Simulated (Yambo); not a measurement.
CdSe (zinc blende, space group F-43m, No. 216): the exchange self-energy on PBEsol orbitals (Yambo, 4×4×4 mesh) holds the Coulomb divergence, which is integrated with random points (RandQpts).

```
random points  exchange-only gap Γ → Γ (eV)  shift of the valence edge (eV)  gap against the reference (meV)
-------------  ----------------------------  ------------------------------  -------------------------------
1,000                                  7.65                           -3.64                               97
10,000                                 7.47                           -3.39                              -81
100,000                                7.57                           -3.55                               17
1,000,000                              7.56                           -3.54                               10
5,000,000                              7.55                           -3.52                        reference
```

From 100,000 points on, the gap stays within 20 meV of the run with most points. The error is statistical; each row is a single draw, so the rows fix no rate of convergence.

Spin-orbit coupling is not included.

Geometry relaxed with PBEsol; primitive cell a = b = c = 4.3013 Å, α = β = γ = 60.00°.

A shift is the quasiparticle energy of the state minus its PBEsol energy.
